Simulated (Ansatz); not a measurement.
Starting cell, GaP (zinc blende):

```yaml
crystal:
  lattice:
    - [0.00000, 5.50603, 5.50603]
    - [2.75302, 0.00000, 2.75302]
    - [2.75302, 2.75302, 0.00000]
  atoms:
    - { symbol: P, position: [0.37500, 0.75000, 0.75000] }
    - { symbol: P, position: [0.87500, 0.75000, 0.75000] }
    - { symbol: Ga, position: [0.00000, 0.00000, 0.00000] }
    - { symbol: Ga, position: [0.50000, 0.00000, 0.00000] }
```

A phonon eigenvector at L = (0.5, 0.0, 0.0) is frozen into this cell: atom i moves by Q times the vector below, so Q is the largest atomic displacement, in Å. The cell is held. (q is in reciprocal vectors of the primitive cell; the cell shown is doubled to hold the pattern.)

```json
[
 {"atom": "P1", "x": "-0.098", "y": "0.098", "z": "0.098"},
 {"atom": "P2", "x": "0.098", "y": "-0.098", "z": "-0.098"},
 {"atom": "Ga3", "x": "-0.577", "y": "0.577", "z": "0.577"},
 {"atom": "Ga4", "x": "0.577", "y": "-0.577", "z": "-0.577"}
]
```

All values below come from PBE (plane waves to 420 eV, PAW, scalar-relativistic; Ansatz, an electronic-structure program). k mesh 5×10×10 (Γ-centred), Fermi-Dirac smearing 0.05 eV. Energies are smeared free energies. As the smearing reaches across the gap at some points, energies and forces of such displacements shift with the k mesh and the smearing. GaP was relaxed with its symmetry unable to fall. ΔE is measured from the undisplaced structure.

| Q (Å) | ΔE (meV/cell) |
|---|---|
| -0.280 | 1018 |
| -0.187 | 455 |
| -0.093 | 114 |
| 0.000 | 0 |
| 0.093 | 114 |
| 0.187 | 455 |
| 0.280 | 1018 |

**Question.** Which DFPT wavenumber at L = (0.5, 0.0, 0.0) belongs to this mode?
(A) 80 cm⁻¹
(B) 224 cm⁻¹
(C) 342 cm⁻¹

**Answer.** B, 224 cm⁻¹. The curvature of the scan gives 224 cm⁻¹

(For displaced atoms, the force is minus the slope of the energy, and its curvature is a force constant, which sets phonon frequencies.)
